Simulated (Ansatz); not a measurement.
Below is a relaxed structure of CsGe2S2. The cell was found from a structure generator's guess, not taken from experiment.

All numbers below come from DFT PBE, scalar-relativistic, plane waves, PAW (Ansatz 0.2.0). Cutoff 420 eV, Γ-centred mesh, Gaussian smearing, no spin polarisation.

```
Cs Ge S
1.0
     3.56725    0.00000    0.00000
     0.00000    5.21556    0.00000
     0.00000    0.00000   16.31435
Cs Ge S
2 4 4
Cartesian
  0.0000 4.2651 10.9532
  0.0000 0.9505 2.7960
  0.0000 1.7911 13.6484
  1.7836 4.1165 0.0338
  0.0000 3.4245 5.4913
  1.7836 1.0991 8.1910
  0.0000 2.5436 16.0504
  1.7836 0.1627 13.9082
  0.0000 2.6720 7.8933
  1.7836 5.0528 5.7510
```

The zero of energy is the elements' standard structures at the same level; no fitted shifts are applied.

(1) Find its symmetry and describe it.

(2) How far does it lie from the elements in energy?

(3) Is it a metal?

## Answers

(1) Pmc2_1 (No. 26). Conventional cell: a = 3.567 Å, b = 5.216 Å, c = 16.314 Å. Around Cs lie 3 S at 3.45–3.63 Å, 2 Cs at 3.57 Å and 4 Ge at 3.66–3.87 Å; around Ge on its first site lie 3 S at 2.43–2.52 Å, 2 Ge at 3.57 Å and 2 Cs at 3.66–3.84 Å; Ge on its second site is surrounded by 2 S at 2.40 Å, 1 S at 2.75 Å, 2 Ge at 3.57 Å and 2 Cs at 3.87 Å; around S on its first site lie 3 Ge at 2.40–2.52 Å and 1 Cs at 3.45 Å; 1 more site not described.

(2) −0.31 eV/atom. Whether it is stable depends on the other phases of the system, which aren't compared here.

(3) Yes, bands cross the Fermi level on the 10×8×4 mesh.

The last run used a 10×8×4 mesh (in the run's order of axes) for its 10-atom cell and Gaussian smearing of 0.10 eV. The reference form of S is held partly by dispersion forces, which this level lacks. Symmetry constrained the relaxation, so the result can be a saddle point.
